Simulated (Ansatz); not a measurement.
Relaxed Al2O3 (corundum):

```
CELL_PARAMETERS angstrom
      2.40441     1.38819     4.37463
     -2.40441     1.38819     4.37463
      0.00000    -2.77638     4.37463
ATOMIC_POSITIONS crystal
  Al 0.35215 0.35215 0.35215
  Al 0.14785 0.14785 0.14785
  Al 0.64785 0.64785 0.64785
  Al 0.85215 0.85215 0.85215
  O  0.55618 0.94382 0.25000
  O  0.25000 0.55618 0.94382
  O  0.94382 0.25000 0.55618
  O  0.44382 0.05618 0.75000
  O  0.75000 0.44382 0.05618
  O  0.05618 0.75000 0.44382
```

A phonon eigenvector at Γ is frozen into this cell: atom i moves by Q times the vector below, so Q is the largest atomic displacement, in Å. The cell is held. It is one choice among 2 degenerate patterns.

| atom | x | y | z |
|---|---|---|---|
| Al1 | 0.470 | 0.417 | 0.000 |
| Al2 | -0.470 | 0.417 | 0.000 |
| Al3 | 0.470 | 0.417 | 0.000 |
| Al4 | -0.470 | 0.417 | 0.000 |
| O5 | 0.000 | -0.399 | -0.917 |
| O6 | 0.061 | -0.505 | 0.459 |
| O7 | -0.061 | -0.505 | 0.459 |
| O8 | 0.000 | -0.399 | -0.917 |
| O9 | 0.061 | -0.505 | 0.459 |
| O10 | -0.061 | -0.505 | 0.459 |

Method: PBE (plane waves to 420 eV, PAW, scalar-relativistic; Ansatz, a program for electronic structure). k mesh 8×8×8 (Γ-centred), Fermi-Dirac smearing 0.05 eV. Al2O3 was relaxed with its symmetry unable to fall.

At one point of the scan the forces (eV/Å) are:

| atom | Fx | Fy | Fz |
|---|---|---|---|
| Al1 | 3.430 | 0.789 | -0.432 |
| Al2 | -1.235 | 3.065 | 0.432 |
| Al3 | 1.235 | 3.065 | 0.432 |
| Al4 | -3.430 | 0.789 | -0.432 |
| O5 | 0.178 | -1.286 | -2.551 |
| O6 | 0.481 | -1.349 | 0.920 |
| O7 | -0.280 | -1.219 | 1.631 |
| O8 | -0.178 | -1.286 | -2.551 |
| O9 | 0.280 | -1.219 | 1.631 |
| O10 | -0.481 | -1.349 | 0.920 |

Task: Which point is it?
A. Q = -0.233 Å
B. Q = -0.140 Å
C. Q = -0.280 Å
D. Q = -0.093 Å

Result: C, Q = -0.280 Å

(A displaced cell: forces are minus the slopes of the energy, force constants its curvatures, and phonons follow from these.)
